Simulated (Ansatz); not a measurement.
# B3Sb2P (I4/mmm)

Computed with DFT PBE, scalar-relativistic, plane waves, PAW in Ansatz 0.2.0.

Plane waves to 420 eV, a k mesh through Γ of 18×18×18 on the computed 6-atom cell and Gaussian smearing (0.10 eV); no spin polarisation.

The structure is relaxed at this level of theory with its symmetry kept, and needn't be the ground state of this composition.

Space group I4/mmm (No. 139), tetragonal, a = 2.955 Å, c = 19.970 Å. Around B on a site of symmetry -4m2 lie 4 B at 2.09 Å and 4 Sb at 2.71 Å; B on a site of symmetry 4/mmm has 4 P at 2.09 Å and 2 Sb at 2.72 Å; Sb has 5 B at 2.71–2.72 Å, 4 Sb at 2.96 Å and 4 P at 3.43 Å; P is surrounded by 4 B at 2.09 Å, 4 P at 2.96 Å and 8 Sb at 3.43 Å.

```json
{
 "Volume per atom": "98.1 bohr³",
 "Formation energy from the elements' standard states (uncorrected)": "+0.974 eV/atom",
 "Kohn–Sham band gap": "none (metal)",
 "Density of states at the Fermi level": "2.8 states/eV per cell",
 "Orbital (Löwdin) character within 0.5 eV of the Fermi level": "B 2p 35 %, Sb 5p 31 %, P 3p 16 %, B 2s 10 %",
 "Bader charge by site (e)": "B (2 in the cell) -0.24, B (1 in the cell) -0.07, Sb (2 in the cell) 0.39, P (1 in the cell) -0.24"
}
```

Spin-orbit coupling is left out, which matters for the bands of heavy elements.

Another cell of B3Sb2P relaxed alike, in P-6m2, lies 0.57 eV/atom lower, so this cell isn't the stable form at this level.

The cell was found from a structure generator's guess, not taken from experiment. Löwdin shares on free-atom orbitals overweight diffuse shells.
